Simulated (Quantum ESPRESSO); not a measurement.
Band energies of NaCl at -0.7 % isotropic strain

```
NaCl
1.0
    0.00000     2.78217     2.78217
    2.78217     0.00000     2.78217
    2.78217     2.78217     0.00000
Na Cl
1 1
Direct
  0.00000   0.00000   0.00000
  0.50000   0.50000   0.50000
```

norm-conserving PBEsol (Quantum ESPRESSO, 88 Ry, scalar-relativistic); path ΓXWKΓLUWLK,UX; energies in eV from the valence-band maximum.

```csv
k (1/Å),point,band 4,band 5,band 6,band 7,band 8,band 9,band 10,band 11
0.00,Γ,-20.63,-12.74,0.00,0.00,0.00,5.09,10.95,10.95
0.34,,-20.64,-12.64,-0.58,-0.15,-0.15,6.04,9.85,11.50
0.79,,-20.64,-12.38,-1.59,-0.53,-0.53,7.70,8.22,10.60
1.13,X,-20.64,-12.30,-1.81,-0.65,-0.65,7.52,7.83,11.42
1.24,,-20.64,-12.30,-1.79,-0.69,-0.67,7.62,7.91,11.32
1.58,,-20.65,-12.28,-1.47,-1.12,-0.81,8.68,9.05,10.15
1.69,W,-20.65,-12.28,-1.30,-1.30,-0.82,8.88,9.60,9.60
2.09,K,-20.64,-12.29,-1.54,-1.22,-0.54,8.14,9.00,10.55
2.49,,-20.64,-12.37,-1.58,-0.87,-0.29,8.21,9.58,9.99
2.89,,-20.63,-12.60,-0.83,-0.23,-0.08,6.30,9.89,11.24
3.19,,-20.63,-12.73,-0.07,-0.01,0.00,5.18,10.82,10.98
3.29,Γ,-20.63,-12.74,0.00,0.00,0.00,5.09,10.95,10.95
3.62,,-20.63,-12.64,-0.66,-0.08,-0.08,5.93,10.17,11.25
4.05,,-20.64,-12.40,-1.90,-0.26,-0.26,7.09,10.42,10.97
4.27,L,-20.64,-12.35,-2.09,-0.29,-0.29,7.13,10.83,10.86
4.47,,-20.64,-12.34,-2.02,-0.46,-0.33,7.44,10.34,10.72
4.76,,-20.64,-12.30,-1.67,-1.07,-0.46,8.30,9.42,10.20
4.96,U,-20.64,-12.29,-1.54,-1.22,-0.54,8.14,9.00,10.55
5.16,,-20.64,-12.28,-1.48,-1.21,-0.68,8.51,9.07,10.25
5.36,W,-20.65,-12.28,-1.30,-1.30,-0.82,8.88,9.60,9.60
5.56,,-20.64,-12.29,-1.50,-1.17,-0.66,9.05,9.10,9.79
5.96,,-20.64,-12.34,-2.02,-0.46,-0.33,7.45,10.33,10.71
6.16,L,-20.64,-12.35,-2.09,-0.29,-0.29,7.13,10.83,10.86
6.24,,-20.64,-12.35,-2.08,-0.33,-0.30,7.19,10.70,10.86
6.59,,-20.64,-12.31,-1.75,-0.94,-0.43,8.21,9.55,10.24
6.85,K,-20.64,-12.29,-1.54,-1.22,-0.54,8.14,9.00,10.55
6.85,U,-20.64,-12.29,-1.54,-1.22,-0.54,8.14,9.00,10.55
7.25,X,-20.64,-12.30,-1.81,-0.65,-0.65,7.52,7.83,11.42
```

The PBEsol gap is direct, 5.09 eV at Γ.

Geometry strained from the cell relaxed with PBEsol, atoms relaxed again.
